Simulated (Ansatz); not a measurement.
P:
```cif
data_P4
_chemical_formula_sum 'P4'
_space_group_name_H-M_alt 'P 1'
_space_group_IT_number 1
_cell_length_a 5.21748
_cell_length_b 5.21748
_cell_length_c 5.21748
_cell_angle_alpha 109.471
_cell_angle_beta 109.471
_cell_angle_gamma 109.471
loop_
_space_group_symop_operation_xyz
  'x, y, z'
loop_
_atom_site_label
_atom_site_type_symbol
_atom_site_fract_x
_atom_site_fract_y
_atom_site_fract_z
_atom_site_occupancy
P1 P 0.00000 0.25000 0.50000 1
P2 P 0.25000 0.50000 0.00000 1
P3 P 0.50000 0.00000 0.25000 1
P4 P 0.25000 0.25000 0.25000 1
```

Relaxed with PBEsol.

Problem. Decompose the optical modes at the zone centre into irreducible representations, and say which are infrared and Raman allowed.

Solution. Point group 432: Γ_opt = A2 + E + T1 + T2. Infrared: T1. Raman: E, T2.

Problem. Assign frequencies (DFPT, DFT-PBEsol in the program Ansatz with PAW potentials).

Solution. T1 199i, A2 160i, E 421, T2 471 cm⁻¹.

Space group I4_132. The start of the workflow was typed in or built on a structure type; neither database checked (COD, Materials Project) lists it. It is not the phase usual at ambient conditions (space group No. 64). The PBEsol relaxation kept the symmetry of its start. At this level the phase is dynamically unstable (imaginary phonons). The volume moved by 30 % from the start of the relaxation. As this level gives no gap, phonon frequencies hold no LO–TO term and depend on the k-mesh and smearing (Fermi–Dirac, 0.1 eV here).

Potentials: the later of the program's two PAW sets.
